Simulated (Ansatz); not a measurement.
Data:

CaF₂ (fluorite) is sheared across one {100} plane: the third cell vector gains the shift, so faults repeat every 8.1 Å. The cut lies between planes 1.36 Å apart; the cell height is held.

```
CaF2
1.0
    3.83277     0.00000     0.00000
    0.00000     3.83277     0.00000
    1.91639     1.91639     8.13054
Ca F
3 6
Cartesian
  1.75669   1.75669   7.45300
  1.75669   1.75669   2.03264
  3.67307   3.67307   4.74282
  3.67307   1.75669   0.67755
  1.75669   3.67307   3.38773
  3.67307   1.75669   6.09791
  1.75669   3.67307   0.67755
  3.67307   1.75669   3.38773
  1.75669   3.67307   6.09791
```

In-plane vectors a = (3.833, 0.000) Å, b = (0.000, 3.833) Å, area 14.69 Å². The shift is s times the vector a + b (length 5.420 Å), so s = 1 restores the start. Atoms relax along the normal only. γ = [E(shift) − E(0)] / area.

Calculation: PBEsol (plane waves to 420 eV, PAW, scalar-relativistic; Ansatz, an electronic-structure program). k mesh 8×8×8 (Γ-centred), Fermi-Dirac smearing 0.05 eV. E is the zero-smearing estimate. Faults lie only 8.1 Å apart, and holding the cell height raises γ above its relaxed value. CaF2 was relaxed with its symmetry unable to fall. The PAW data are Ansatz's earlier set. γ is measured from zero shift.

The scan covers s from 0.000 to 0.917 in 12 points.

Task: At which s is γ highest?

Result: s = 0.417 and s = 0.583.

Task: Does γ have a local minimum between the ends of the line, and at which s?

Result: s = 0.500.

Task: What is the highest γ among twelve even steps of s?

Result: 916 mJ/m².

Task: What is γ at the local minimum s = 0.500?

Result: 879 mJ/m².

(The slope of γ gives the shear force per area between the displaced halves; near zero shift its curvature is an elastic stiffness.)
